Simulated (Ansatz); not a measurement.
Values for one crystal, relaxed and computed with r²SCAN (plane waves, PAW; program Ansatz); other levels are named.

| Item | Value |
|---|---|
| Volume per atom | 16.45 Å³ |
| Electronic character | metallic (no gap) |
| Density of states at the Fermi level | 0.37 states/eV per atom (mean over ±0.08 eV) |
| Formation energy from the elements (no fitted shifts) | -0.74 eV/atom |

Pick the material that matches.
A. HfSiMo, Pnma (Hf on 4c, Si on 4c, Mo on 4c)
B. SiNi2, Pnma (Si on 4c, Ni on 4c, Ni on 4c)
C. Y2MgSi2, P4/mbm (Y on 4h, Mg on 2a, Si on 4g)
D. Pr2SiRh3, R-3m (Pr on 6c, Si on 3a, Rh on 9d)

A, HfSiMo, Pnma (Hf on 4c, Si on 4c, Mo on 4c)

The workflow started from a Materials Project entry (that database holds measured and hypothetical structures alike); the Crystallography Open Database copy checked does not list it. Whether it is the stable phase at ambient conditions was not checked. The cell was relaxed with r²SCAN under the symmetry of its start; its stability against distortions is not shown here. The run is not spin-polarised. The references are the lowest solids computed at this level, not always the standard phases. Scalar-relativistic: spin–orbit coupling is off unless named, which matters more the heavier the elements.

Potentials: the later of the program's two PAW sets.
